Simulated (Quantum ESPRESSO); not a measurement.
**Band energies of RbHgF3**

```
CELL_PARAMETERS angstrom
      4.54922     0.00000     0.00000
      0.00000     4.54922     0.00000
      0.00000     0.00000     4.54922
ATOMIC_POSITIONS crystal
  F  0.50000 0.00000 0.50000
  F  0.00000 0.50000 0.50000
  F  0.50000 0.50000 0.00000
  Rb 0.00000 0.00000 0.00000
  Hg 0.50000 0.50000 0.50000
```

PBEsol (Quantum ESPRESSO, PseudoDojo norm-conserving, 84 Ry, with spin-orbit coupling); path ΓXMΓRX,MR; energies in eV from the valence-band maximum.

```csv
k (1/Å),point,band 50,band 51,band 52,band 53,band 54,band 55,band 56,band 57
0.00,Γ,-2.51,0.35,0.35,6.81,6.81,7.14,7.14,7.14
0.23,,-2.37,0.91,0.91,6.75,6.75,7.30,7.30,7.46
0.69,X,-1.87,3.00,3.00,5.75,5.75,7.84,7.84,8.54
0.92,,-1.31,3.19,3.19,6.00,6.00,8.04,8.04,8.36
1.38,M,-0.01,4.18,4.18,7.10,7.10,7.71,7.71,7.83
1.58,,-0.25,3.78,3.78,6.94,6.94,7.56,7.56,8.33
1.97,,-1.69,1.68,1.68,6.85,6.85,7.55,7.55,7.77
2.36,Γ,-2.51,0.35,0.35,6.81,6.81,7.14,7.14,7.14
2.53,,-2.43,0.65,0.65,6.86,6.86,7.23,7.23,7.24
2.87,,-1.58,2.32,2.32,7.20,7.20,7.58,7.58,7.75
3.04,,-1.00,3.27,3.27,7.15,7.15,7.53,7.53,7.58
3.38,,-0.13,4.94,4.94,6.08,6.08,6.65,6.65,6.91
3.55,R,0.00,5.46,5.46,5.76,5.76,6.49,6.49,6.49
3.83,,-0.19,4.54,4.54,6.31,6.31,6.86,6.86,7.44
4.11,,-0.81,3.59,3.59,6.37,6.37,7.70,7.70,8.53
4.25,,-1.26,3.26,3.26,6.08,6.08,8.16,8.16,8.16
4.53,X,-1.87,3.00,3.00,5.75,5.75,7.84,7.84,8.54
4.53,M,-0.01,4.18,4.18,7.10,7.10,7.71,7.71,7.83
4.88,,0.00,4.52,4.52,6.45,6.45,7.01,7.01,7.79
5.22,R,0.00,5.46,5.46,5.76,5.76,6.49,6.49,6.49
```

The PBEsol gap is indirect, 0.35 eV, from R to Γ; the smallest direct gap is 2.85 eV. Another valence extremum on the path lies within 0.02 eV, too close to call.

The cell is held in this high symmetry; tilts and polar distortions were not searched.

Geometry of the Materials Project entry, not relaxed at this level.
